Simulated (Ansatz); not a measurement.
A plane-wave DFT run in Ansatz 0.2.0 (scalar-relativistic PAW potentials unless the input names others): input and command.

```yaml
crystal:
  lattice:
    - [3.6504435112, 0.0, 0.0]
    - [-1.8252217556, 3.1613768158, 0.0]
    - [0.0, 0.0, 4.3111458028]
  atoms:
    - { symbol: Pt, position: [0.0, 0.0, 0.0] }
    - { symbol: Se, position: [0.3333333333, 0.6666666667, 0.2872019399] }
    - { symbol: Se, position: [0.6666666667, 0.3333333333, 0.7127980601] }
basis:
  ecutwfc: 420
kpoints:
  mp_grid: { grid: [12, 12, 8] }
hamiltonian:
  xc: b3-lyp
scf:
  occupations: { method: fermi_dirac, width: 0.15 }
  max_iter: 100
output:
  forces: true
  eigenvalues: true
  stress: true
```

```bash
ansatz run input.yaml --threads 1 --pin off --max-ram 3072MiB --backend cpu --events-out ev --progress --plain --runs-dir out
```

Task: What is wrong with this input?

Result: The program refuses it, because of an unknown functional (hamiltonian.xc: "lda" → "b3-lyp"; the functional meant is spelt b3lyp). With the sound run's settings it is accepted.

Abridged log:
```
Error: YAML parse error: error: line 15 column 7: hamiltonian.xc: unknown variant `b3-lyp`, expected one of `lda`, `lda-pw`, `pw92`, `pbe`, `pbesol`, `rpbe`, `revpbe`, `blyp`, `pbe0`, `revpbe0`, `b3lyp`, `b3lyp5`, `hse06`, `wpbeh`, `hiss`, `lc_wpbe`, `cam_b3lyp`, `hf`, `r2scan`, `r2scanh`, `r2scan0`, `r2scan50`, `mr2scan`
  --> <input>:15:7
   |
13 |   mp_grid: { grid: [12, 12, 8] }
14 | hamiltonian:
15 |   xc: b3-lyp
   |       ^ hamiltonian.xc: unknown variant `b3-lyp`, expected one of `lda`, `lda-pw`, `pw92`, `pbe`, `pbesol`, `rpbe`, `revpbe`, `blyp`, `pbe0`, `revpbe0`, `b3lyp`, `b3lyp5`, `hse06`, `wpbeh`, `hiss`, `lc_wpbe`, `cam_b3lyp`, `hf`, `r2scan`, `r2scanh`, `r2scan0`, `r2scan50`, `mr2scan`
16 | scf:
17 |   occupations: { method: fermi_dirac, width: 0.15 }
   |
```